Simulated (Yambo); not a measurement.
RbCl (CsCl type, space group Pm-3m, No. 221); a = b = c = 3.886 Å, α = β = γ = 90.00°. With the G0W0 scissor the direct gap on the mesh is 7.84 eV.

### Question
Does this run resolve the lowest exciton, and if so, what are its energy and binding? (Yambo, PBEsol bands; 6×6×6 mesh, 6 valence and 6 conduction bands, static screening with 58 bands and a 4 Ry block, scissor 2.86 eV, Tamm-Dancoff.)

### Answer
No. The lowest state covers only about 3 of the 216 k points, so the mesh doesn't resolve it: its energy and its distance from the direct gap are mesh artefacts. An extended exciton needs a far denser mesh. The scissor comes from a G0W0 run whose convergence isn't established. 

Geometry relaxed with PBEsol.

This is not the ordinary phase of the substance.
